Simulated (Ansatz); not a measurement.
A trial cell of Ta was relaxed with PBE (plane waves to 420 eV, PAW, scalar-relativistic; Ansatz, a first-principles code).

Before: I4/mmm (No. 139), tI2; a = b = 3.5313 Å, c = 2.9081 Å, α = β = γ = 90.00°.

After relaxation:

Simulated powder pattern, neutron, λ = 1.5401 Å (kinematic, ideal powder, no thermal factors, coherent scattering alone; the 24 strongest lines at most, above 1 %, up to 2θ = 90°):

```
2θ (°)  I/Imax (%)
------  ----------
38.30          100
55.28           27
69.25           77
82.00           31
```

Problem. Identify the relaxed structure from its pattern: crystal system, space group and cell.

Solution. Cubic, Im-3m (No. 229), cI2, bcc (W type); a = 3.3197 Å, b = 3.3197 Å, c = 3.3197 Å, α = 90.00°, β = 90.00°, γ = 90.00°. Sites: Ta 2a (0.000, 0.000, 0.000).

Problem. Index the strongest lines.

Solution. 38.30° (110), 55.28° (200), 69.25° (211), 82.00° (220).

No spin polarisation in the result.

The run could not lose the symmetry of its start.
